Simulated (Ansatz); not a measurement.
**What DFT gives for RbLuSe₂ (R-3m)**

Conventional cell: a = 4.092 Å, b = 4.092 Å, c = 23.534 Å, α = 90.00°, β = 90.00°, γ = 120.00°. Rb (atom 1) is surrounded by 6 Se at 3.37 Å. Around Lu (atom 2) lie 6 Se at 2.81 Å. Around Se (atom 3) lie 3 Lu at 2.81 Å.

Ansatz runs use the cell relaxed by PAW under their functional.

(1) What are its gap and electron mass? (PBEsol, all-electron LAPW in Ansatz 0.2.0, scalar-relativistic; a = 4.092, c = 23.534 Å; k mesh 6×6×6, fixed occupations, basis error target 1 meV/atom)

(2) How stiff is it? (PBEsol, all-electron LAPW in Ansatz 0.2.0, scalar-relativistic; a = 4.092, c = 23.535 Å; k mesh 6×6×6, strains of ±0.005, fixed occupations, basis error target 1 meV/atom)

(3) How does it vibrate? (PBEsol, PAW on Ansatz 0.2.0's default frozen-core files (fitted under PBE), scalar-relativistic; a = 4.092, c = 23.534 Å; k mesh 6×6×6, fixed occupations, cutoff 420 eV; q mesh 1×1×1)

Answers

(1) Kohn-Sham band edges (the gap between refined extrema, the direct gap on the fine mesh): gap = 1.76 eV, least direct gap = 2.53 eV, electron conductivity mass = 0.452 mₑ, ε∞ without local fields (PAW) = 6.59.

(2) Elastic moduli (Hill averages, relaxed ions; θ_D from sound speeds over directions): B = 40.9 GPa, G = 25.9 GPa, C11 = 78.5 GPa, C33 = 75.3 GPa, C44 = 26.6 GPa, ν = 0.239, θ_D = 220 K.

(3) Harmonic phonons by finite displacements (no LO-TO term; negative means unstable): highest mode = 173 cm⁻¹, lowest optical at Γ = 68.1 cm⁻¹.

Keep in mind: no spin-orbit coupling on heavy atoms (band edges); semilocal gaps are low, and light masses and ε∞ follow the gap (band edges); frozen-core PAW files fitted under PBE, their cores solved anew for the functional of the run (phonons); zone-boundary modes aren't tested (phonons).
